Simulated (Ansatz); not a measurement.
Input:

NaH:
Space group Fm-3m (No. 225); a = b = c = 4.690 Å, α = β = γ = 90.00°

```
atom  site  symmetry       x       y       z
----  ----  --------  ------  ------  ------
Na      4a      m-3m  0.0000  0.0000  0.0000
H       4b      m-3m  0.5000  0.5000  0.5000
```
(The calculation used a cell of 2 atoms; values per cell refer to that cell.)

This is the LDA-relaxed structure.

**Question.** All from DFT-LDA in the program Ansatz with PAW potentials, unless another level is named. Predict the highest zone-centre frequency (without LO–TO term).

**Answer.** 561 cm⁻¹.

**Question.** Predict the Poisson's ratio.

**Answer.** 0.17.

The LDA relaxation kept the symmetry of its start; phonons on a q-mesh show no instability.

Potentials: the later of the program's two PAW sets.
